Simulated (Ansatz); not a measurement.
# Ho2O: a bulk modulus from differences

It was reached by relaxing an invented guess, and it needn't be the stable form of this composition.

Level of theory: Ansatz, DFT PBE, scalar-relativistic, plane waves, PAW, and for the lanthanide a 4f-in-core norm-conserving potential. Plane waves to 690 eV, an 8×8×4 mesh through Γ for the 6-atom cell and 0.10 eV Gaussian smearing; no spin polarisation.

```
CELL_PARAMETERS angstrom
3.70976 0.00000 0.00000
0.00000 3.70976 0.00000
0.00000 0.00000 10.44571
ATOMIC_POSITIONS crystal
Ho 0.50000 0.00000 0.11423
Ho 0.50000 0.00000 0.61423
Ho 0.00000 0.50000 0.38577
Ho 0.00000 0.50000 0.88577
O 0.00000 0.00000 0.50000
O 0.50000 0.50000 0.00000
```

The cell was set to several volumes, with shape and atoms relaxed at each where symmetry leaves them free. Pressure is positive in compression, and energies count from the lowest row. No row has a gap on its mesh.

```
row  V (Å³/atom)  P (GPa)  ΔE (meV/atom)
  1       21.084     9.56           76.7
  2       21.803     6.58           40.6
  3       22.522        ?              ?
  4       23.241     1.82            3.9
  5       23.960    -0.03            0.0
  6       24.678    -1.57            3.7
  7       25.397    -2.86           13.7
  8       26.356    -4.23           35.2
```

**Question.** Find B = −V·ΔP/ΔV from rows 4 and 6 and from rows 1 and 2, and from the two its slope B′ and its value B0 at zero pressure.

**Answer.** Rows 4 and 6 give −(23.241 + 24.678)/2 × (-1.57 − (1.82))/(24.678 − 23.241) = 56.5 GPa at a mean pressure of 0.12 GPa. Rows 1 and 2 give −(21.084 + 21.803)/2 × (6.58 − (9.56))/(21.803 − 21.084) = 88.9 GPa at a mean pressure of 8.07 GPa. So B′ = (88.9 − 56.5)/(8.07 − (0.12)) = 4.08 and B0 = 56.5 − 4.08 × (0.12) = 56.0 GPa. A third-order Birch–Murnaghan fit to all the energies gives B0 = 56.1 GPa and B′ = 4.6.

**Question.** Estimate the pressure and energy of row 3.

**Answer.** From row 5, V0 = 23.960 × (1 + (-0.03)/56.0) = 23.947 Å³/atom. Murnaghan's form P = (B0/B′)·[(V0/V)^B′ − 1] gives (56.0/4.08) × [(23.947/22.522)^4.08 − 1] = 3.90 GPa; the computed pressure is 4.02 GPa, so the estimate is off by -0.12 GPa. The work of compression from row 4, with the mean of the two pressures, gives ΔE = 3.9 + (3.90 + 1.82)/2 × (23.241 − 22.522)/160.2 × 1000 = 16.7 meV/atom (1 eV/Å³ = 160.2 GPa); the computed value is 16.9 meV/atom.

All volumes keep the k mesh of the relaxed cell. A later test with randomly moved atoms came back to the same energy, though modes that don't fit the test's cell weren't probed.

The lanthanide is trivalent by construction, without f bands, f moments or other valences.
